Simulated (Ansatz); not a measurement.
**Pressure against volume in Hf₃C₂**

The cell was found from a structure generator's guess, not taken from experiment.

Computed with Ansatz 0.2.0, DFT PBE, scalar-relativistic, plane waves, PAW. The final run on the 5-atom cell used 420 eV, a Γ-centred 12×12×6 mesh, 0.10 eV smearing and no spin polarisation.

Space group P-3m1 (No. 164). a = 3.305 Å, b = 3.305 Å, c = 7.932 Å, α = 90.00°, β = 90.00°, γ = 120.00°
```json
{"atom": "Hf", "site": "1a", "symmetry": "-3m.", "x": "0.0000", "y": "0.0000", "z": "0.0000"}
{"atom": "Hf", "site": "2d", "symmetry": "3m.", "x": "0.3333", "y": "0.6667", "z": "0.6783"}
{"atom": "C", "site": "2d", "symmetry": "3m.", "x": "0.3333", "y": "0.6667", "z": "0.1739"}
```

The cell was set to several volumes, with shape and atoms relaxed at each where symmetry leaves them free. Pressure is positive in compression, and energies count from the lowest row. No row has a gap on its mesh.

```csv
row,V (Å³/atom),P (GPa),ΔE (meV/atom)
1,13.204,26.93,134.6
2,13.654,18.49,71.2
3,14.104,?,?
4,14.554,5.15,7.0
5,15.004,-0.02,0.0
6,15.454,-4.32,6.3
7,15.905,-7.88,23.7
8,16.505,-11.53,60.5
```

Task: Find B = −V·ΔP/ΔV from rows 4 and 6 and from rows 1 and 2, and from the two its slope B′ and its value B0 at zero pressure.

Result: Rows 4 and 6 give −(14.554 + 15.454)/2 × (-4.32 − (5.15))/(15.454 − 14.554) = 157.9 GPa at a mean pressure of 0.42 GPa. Rows 1 and 2 give −(13.204 + 13.654)/2 × (18.49 − (26.93))/(13.654 − 13.204) = 251.9 GPa at a mean pressure of 22.71 GPa. So B′ = (251.9 − 157.9)/(22.71 − (0.42)) = 4.22 and B0 = 157.9 − 4.22 × (0.42) = 156.1 GPa. A third-order Birch–Murnaghan fit to all the energies gives B0 = 155.5 GPa and B′ = 4.8.

Task: Estimate the pressure and energy of row 3.

Result: From row 5, V0 = 15.004 × (1 + (-0.02)/156.1) = 15.002 Å³/atom. Murnaghan's form P = (B0/B′)·[(V0/V)^B′ − 1] gives (156.1/4.22) × [(15.002/14.104)^4.22 − 1] = 11.01 GPa; the computed pressure is 11.28 GPa, so the estimate is off by -0.27 GPa. The work of compression from row 4, with the mean of the two pressures, gives ΔE = 7.0 + (11.01 + 5.15)/2 × (14.554 − 14.104)/160.2 × 1000 = 29.7 meV/atom (1 eV/Å³ = 160.2 GPa); the computed value is 29.8 meV/atom.

These runs have no spin–orbit coupling, which can matter for Hf. All volumes keep the k mesh of the relaxed cell. A structure relaxed within its symmetry needn't be a true minimum.
